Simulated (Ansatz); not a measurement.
Input:

MgO:
```cif
data_Mg6O6
_chemical_formula_sum 'Mg6 O6'
_space_group_name_H-M_alt 'P 1'
_space_group_IT_number 1
_cell_length_a 3.25808
_cell_length_b 3.25808
_cell_length_c 15.49679
_cell_angle_alpha 90.000
_cell_angle_beta 90.000
_cell_angle_gamma 120.000
loop_
_space_group_symop_operation_xyz
  'x, y, z'
loop_
_atom_site_label
_atom_site_type_symbol
_atom_site_fract_x
_atom_site_fract_y
_atom_site_fract_z
_atom_site_occupancy
Mg1 Mg 0.33333 0.66667 0.64802 1
Mg2 Mg 0.33333 0.66667 0.97923 1
Mg3 Mg 0.00000 0.00000 0.81363 1
Mg4 Mg 0.00000 0.00000 0.48184 1
Mg5 Mg 0.00000 0.00000 0.14744 1
Mg6 Mg 0.66667 0.33333 0.31363 1
O1 O 0.33333 0.66667 0.85176 1
O2 O 0.33333 0.66667 0.52051 1
O3 O 0.00000 0.00000 0.01863 1
O4 O 0.00000 0.00000 0.68616 1
O5 O 0.00000 0.00000 0.35303 1
O6 O 0.66667 0.33333 0.18612 1
```

This is the r²SCAN-relaxed structure.

All from r²SCAN in the plane-wave PAW code Ansatz, unless another level is named. Estimate the bulk modulus (Birch–Murnaghan fit).

1240 kbar.

Predict the highest zone-centre frequency (without LO–TO term).

684 cm⁻¹.

Space group P3m1. The first step of the workflow began from a Materials Project structure, measured or hypothetical; the Crystallography Open Database copy checked does not list it. It is not the phase usual at ambient conditions (space group No. 225). The r²SCAN relaxation kept the symmetry of its start; its stability against distortions is not shown here.

Potentials: the earlier of the program's two PAW sets.
